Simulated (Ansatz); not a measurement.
Data:

BeSe (zinc blende)

```
CELL_PARAMETERS angstrom
      0.00000     2.58889     2.58889
      2.58889     0.00000     2.58889
      2.58889     2.58889     0.00000
ATOMIC_POSITIONS crystal
  Se 0.75000 0.75000 0.75000
  Be 0.00000 0.00000 0.00000
```

E(V) scan at fixed shape, V₀ the volume above. Symmetry pins the atoms to their sites.

Method: PBE (plane waves to 420 eV, PAW, scalar-relativistic; Ansatz, an electronic-structure program). k mesh 11×11×11 (Γ-centred), Fermi-Dirac smearing 0.05 eV. Energies are smeared free energies. Stress and pressure are positive under compression. BeSe was relaxed with its symmetry unable to fall. The zero of ΔE is the relaxed starting cell.

The scan covers V/V₀ from 0.900 to 1.100 in 13 points.

Question: What is ΔE at V/V₀ = 1.100?

Answer: 34.8 meV/atom.

Question: What pressure does the cell carry at V/V₀ = 0.900?

Answer: 9.71 GPa.

Question: What is ΔE at V/V₀ = 0.900?

Answer: 48.2 meV/atom.

(A scan under strain: stresses follow from slopes of the energy per volume, elastic moduli from its curvatures.)
